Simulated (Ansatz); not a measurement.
Si₃N₄:
```yaml
crystal:
  lattice:
    - [0.00000, 3.86507, 3.86507]
    - [3.86507, 0.00000, 3.86507]
    - [3.86507, 3.86507, 0.00000]
  atoms:
    - { symbol: Si, position: [0.62500, 0.62500, 0.62500] }
    - { symbol: Si, position: [0.12500, 0.62500, 0.62500] }
    - { symbol: Si, position: [0.62500, 0.12500, 0.62500] }
    - { symbol: Si, position: [0.62500, 0.62500, 0.12500] }
    - { symbol: Si, position: [0.25000, 0.25000, 0.25000] }
    - { symbol: Si, position: [0.00000, 0.00000, 0.00000] }
    - { symbol: N, position: [0.86757, 0.86757, 0.86757] }
    - { symbol: N, position: [0.39729, 0.86757, 0.86757] }
    - { symbol: N, position: [0.86757, 0.39729, 0.86757] }
    - { symbol: N, position: [0.86757, 0.86757, 0.39729] }
    - { symbol: N, position: [0.38243, 0.38243, 0.38243] }
    - { symbol: N, position: [0.85271, 0.38243, 0.38243] }
    - { symbol: N, position: [0.38243, 0.85271, 0.38243] }
    - { symbol: N, position: [0.38243, 0.38243, 0.85271] }
```

Relaxed with r²SCAN.

Task: Map the electron localisation function on the plane through (0.625, 0.625, 0.625) spanned by u = [1, 0, 0] and v = [-1, 1, 1] in lattice vectors, from DFT-r²SCAN in the program Ansatz with PAW potentials.

Result: x is the fraction of u, y of v (the angle between them is 90°; rows are the nearest grid lines); atoms in the plane: Si at (0.00, 0.00), Si at (0.50, 0.00), Si at (0.25, 0.62), Si at (0.75, 0.38), N at (0.49, 0.24), N at (0.01, 0.24), N at (0.51, 0.76), N at (0.99, 0.76).
```
|6101221122200440022211221016|
|1101111111110110011101111011|
|5432110001123553210000011245|
|9985200001379998631000025799|
|8998520014789988874101357888|
|4788741126888545776311477644|
|0489973258996102787412688500|
|8999972148999878886211478878|
|7888512413788876531000024677|
|5665203511366653200000001345|
|0111100001111100000000000000|
|0001122222100000011122110000|
|0000112211100000012222211000|
|0000000000000011111000011110|
|5431000000023566631153025665|
|7764200001356788873142158887|
|8788741126888789998412799998|
|0058862147872016998523799840|
|4467741136775458886211478874|
|8887531014788899874100258998|
|9975200001368999731000025899|
|5421100000123553211000112345|
|1101111011100110111111111011|
|6101221122200440022211221016|
```
Scale: ten equal steps from 0.027 (start of '0') to 0.909 (end of '9'), in the order '0123456789'; x runs from 0.000 to 1.00, y from 0.000 (bottom) to 1.00 (top).

The density is the valence pseudo-density with augmentation charge, so density and ELF within about 1 Å of a nucleus are not all-electron values.

Space group Fd-3m. Symmetry was held in the r²SCAN relaxation; phonons on a q-mesh show no instability.

Potentials: the later of the program's two PAW sets.
